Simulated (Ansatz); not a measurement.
With PBE in the plane-wave PAW code Ansatz, ScMo3C in the anti-perovskite structure (Pm-3m) relaxes to a = 4.227 Å. Sc has 12 nearest neighbours from 2.99 Å (cuboctahedral); C has 6 nearest neighbours from 2.11 Å (octahedral). Against the elements it lies at 0.041 eV/atom, with no fitted shifts.

Electronic character: metallic (no gap). Gap from PBE with spin–orbit coupling: none (metallic).

The bulk modulus is 212 GPa.

The start of the workflow was typed in or built on a structure type; neither database checked (COD, Materials Project) lists it. Whether it is the stable phase at ambient conditions was not checked. The PBE relaxation kept the symmetry of its start; its stability against distortions is not shown here. No spin polarisation was allowed. The references are the lowest solids computed at this level, not always the standard phases. Spin–orbit coupling is left out wherever it is not named.

Potentials: the later of the program's two PAW sets.
